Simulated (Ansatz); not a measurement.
**HfC: energy along a strain**

HfC, Fm-3m, a = 4.650 Å (as given, not relaxed at this level: -6.5 GPa). Ansatz: PBEsol, PAW, 420 eV, Γ-centred 18×18×18 mesh on 2 atoms, Gaussian smearing 0.15 eV; no spin polarisation. Cell vectors (Å): 0.000 2.325 2.325; 2.325 0.000 2.325; 2.325 2.325 0.000. The cell is strained by x per cent times the pattern (1 1 0 0 0 0) in the order xx yy zz yz xz xy (engineering shears), with fractional coordinates held. y is the free energy over the start, V0 = 12.568 Å³/atom.

```tsv
x (%)	y (meV/atom)
-6.00	139.42
-4.50	?
-3.00	14.57
-1.50	-4.61
0.00	0.00
1.50	25.11
3.00	67.80
4.50	125.41
5.25	159.06
6.00	195.58
```

Problem. Fit y = c1 x + c2 x² + c3 x³ to the other rows, get the stiffness along the pattern, and predict the missing energy.

Solution. Least squares on the rows shown. y = 10.191 x + 4.6428 x² − 0.15368 x³. The clamped-ion stiffness p·C·p = 2 × 46.43 eV × 160.2 / 12.568 Å³ = 1184 GPa (second derivative at the start, which stands under stress). At x = -4.50 the fit asked for gives 62.16 meV/atom. The run gave 61.19 meV/atom, so the fit is 0.97 meV/atom too high, 0.48 % of the span of the series, against an rms of 0.42 meV/atom on the fitted rows. With a term in x⁴ added, a fit to the same known rows predicts 61.27 meV/atom, so most of the miss is curvature that the known rows already hold.

Spin–orbit coupling is left out, which can shift energies with elements as heavy as these.